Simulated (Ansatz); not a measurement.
Relaxed-ion elastic tensor of CoPtO₂ in space group R-3m (No. 166; Co on 3b, Pt on 3a, O on 6c) in GPa (Voigt order), r²SCAN (plane waves, PAW; program Ansatz); density 11.61 g/cm³, 10.23 Å³ per atom.

```csv
,1,2,3,4,5,6
1,393,164,157,-8.6,0.0,0.0
2,164,393,157,8.6,0.0,0.0
3,157,157,695,0.0,0.0,0.0
4,-8.6,8.6,0.0,85.6,0.0,0.0
5,0.0,0.0,0.0,0.0,85.6,-8.6
6,0.0,0.0,0.0,0.0,-8.6,115
```

Problem. Is the crystal mechanically stable?

Solution. Yes: the smallest eigenvalue of C is 83.2 GPa.

Problem. Work out the Voigt, Reuss and Hill averages.

Solution. K_V = 270, K_R = 256, K_H = 263; G_V = 124, G_R = 109, G_H = 116 GPa.

Problem. Give Young's modulus, Poisson's ratio, Pugh's ratio and the universal anisotropy index.

Solution. E = 9KG/(3K + G) = 304 GPa; ν = 0.31; K/G = 2.26 (ductile by the Pugh limit of 1.75); A_U = 5G_V/G_R + K_V/K_R − 6 = 0.76.

Problem. Estimate the sound speeds and the Debye temperature.

Solution. v_l = √((K + 4G/3)/ρ) = 6000 m/s, v_t = √(G/ρ) = 3170 m/s, mean 3540 m/s; Θ = (h/k)(3n/4πV)^(1/3) v_m = 486 K.

Problem. How much does each axis shrink under pressure?

Solution. Linear compressibilities β_i = Σ_j S_ij (j = 1 to 3): x 1.6, y 1.6, z 0.72 per TPa.

The cell was relaxed with r²SCAN under the symmetry of its start. The run is not spin-polarised. No Hubbard U is applied. As this level gives no gap, shear constants depend on the k-mesh and smearing (Fermi–Dirac, 0.1 eV here). Spin–orbit coupling is left out wherever it is not named.

Potentials: the later of the program's two PAW sets.
